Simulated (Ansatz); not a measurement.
¹⁴N fingerprints of the forms of BN

The numbers come from a DFT calculation in Ansatz (PBE, plane waves and PAW, scalar-relativistic, 420 eV cutoff). Q(¹⁴N) = 20.44 mb, I = 1. The cells come from the COD and the Materials Project (computed, not necessarily observed phases), with the atoms as given or relaxed (PBE, cell held). Calculated pressures reach 3 GPa in size in them. Spin–orbit coupling is left out.

Task: Rank the structures by their largest ¹⁴N |C_Q|, smallest first.
A. P6_3/mmc, 4 atoms in the cell run; N site: 3 B at 1.44 Å
B. P6_3mc, 4 atoms in the cell run; N site: 4 B at 1.57–1.58 Å
C. F-43m, 2 atoms in the cell run; N site: 4 B at 1.57 Å

Result: C (0 MHz), A (0.113 MHz), B (0.227 MHz).
